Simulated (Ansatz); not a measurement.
## SnO2 with Ge replacing Sn: field gradients at two levels of theory

Cell: a supercell of SnO2 (rutile type, P4_2/mnm) built from a measured structure from the Crystallography Open Database (COD), with the ions relaxed around the defect (PBE).

```cif
data_Sn11GeO24
_symmetry_space_group_name_H-M 'Pmmm'
_symmetry_Int_Tables_number 47
_cell_length_a 6.7005
_cell_length_b 6.7005
_cell_length_c 9.5595
_cell_angle_alpha 90.000
_cell_angle_beta 90.000
_cell_angle_gamma 90.000
loop_
_atom_site_label
_atom_site_type_symbol
_atom_site_symmetry_multiplicity
_atom_site_Wyckoff_symbol
_atom_site_fract_x
_atom_site_fract_y
_atom_site_fract_z
Ge Ge 1 a 0.0000 0.0000 0.0000
Sn2 Sn 2 q 0.0000 0.0000 0.3284
Sn4 Sn 1 f 0.5000 0.5000 0.0000
Sn5 Sn 2 t 0.5000 0.5000 0.3327
Sn7 Sn 2 s 0.5000 0.0000 0.1640
Sn8 Sn 1 d 0.5000 0.0000 0.5000
Sn10 Sn 2 r 0.0000 0.5000 0.1637
Sn11 Sn 1 g 0.0000 0.5000 0.5000
O13 O 2 i 0.2950 0.0000 0.0000
O14 O 4 w 0.3055 0.0000 0.3323
O16 O 2 k 0.8036 0.5000 0.0000
O17 O 4 x 0.8068 0.5000 0.3312
O19 O 4 v 0.5000 0.3052 0.1664
O20 O 2 p 0.5000 0.3061 0.5000
O22 O 4 u 0.0000 0.8126 0.1538
O23 O 2 n 0.0000 0.8064 0.5000
```

One atom of each set is listed.

First run. Computed with Ansatz: DFT, PBE, plane waves and PAW, scalar-relativistic, 420 eV cutoff, Γ-centred 3×3×2 k-points, Fermi–Dirac smearing 0.01 eV.

```csv
site,V_zz (10²¹ V/m²),η
Ge,-3.29,0.78
Sn2,8.55,0.12
Sn4,5.99,0.32
Sn7,4.95,0.05
Sn10,-6.50,0.03
Sn11,7.02,0.17
O13,-12.04,0.44
O14,-10.61,0.20
O16,-11.22,0.15
O17,-10.48,0.13
O19,-10.75,0.16
O20,-10.58,0.13
O22,-11.85,0.34
O23,-11.02,0.07
```

Second run. The same atoms and settings, except that the functional is r2SCAN and the cutoff is 500 eV.

(1) Given the first result, estimate the second.

Results:

(1) 

```
site    V_zz     η  change of V_zz
  Ge   -3.36  0.83           -0.07
 Sn2    8.56  0.11           +0.01
 Sn4    5.96  0.29           -0.03
 Sn7    4.86  0.02           -0.09
Sn10   -6.42  0.04           +0.08
Sn11    6.99  0.15           -0.03
 O13  -11.88  0.45           +0.16
 O14  -10.33  0.19           +0.28
 O16  -10.97  0.14           +0.25
 O17  -10.19  0.12           +0.29
 O19  -10.48  0.15           +0.27
 O20  -10.29  0.11           +0.29
 O22  -11.69  0.37           +0.16
 O23  -10.76  0.04           +0.26
```

The largest change of V_zz is on O17, from -10.48 to -10.19. In per cent, |V_zz| changes by +2 on Ge, -2 to 0 on Sn, -3 to -1 on O (all sites that start above 0.5). The table leaves out 2 of the 16 sites, with |V_zz| up to 5.72; their tensors move by 0.08 at most along any direction. The statements above cover all sites. Isomer shifts (Sn against SnO₂, from the density at the nucleus and a line fitted to measured compounds for each functional; the lines scatter by about 0.1 mm/s, so smaller changes between functionals mean little): Sn2 0.02 → 0.03 mm/s; Sn4 -0.05 → -0.04 mm/s; Sn7 0.00 → 0.01 mm/s; Sn10 0.00 → 0.01 mm/s; Sn11 0.00 → 0.00 mm/s, among others.

The defect repeats with the cell of 36 atoms, so it feels its images: sites between two images don't show the values beside a lone defect, and zeros or small values of η there can come from the images' arrangement. O and Sn carry a gradient in the pure host already, so the values there aren't the defect's effect alone. The relaxation keeps the site symmetry mmm of the start, so the impurity can't leave its site; a start off the site could end lower.
For the first run: Without spin–orbit coupling (the program notes it for Sn) the gradients can shift somewhat, as the gap is small. The cell keeps the host's lattice, where the PBE pressure is 7 GPa.
For the second run: Without spin–orbit coupling (the program notes it for Sn) the gradients are little affected as a rule: paired runs on crystals with a gap mostly move them by under 2 % at such atoms. With these PAW files V_zz is typically within 2 to 3 % of all-electron values, but misses above 10 % occur on Sn.
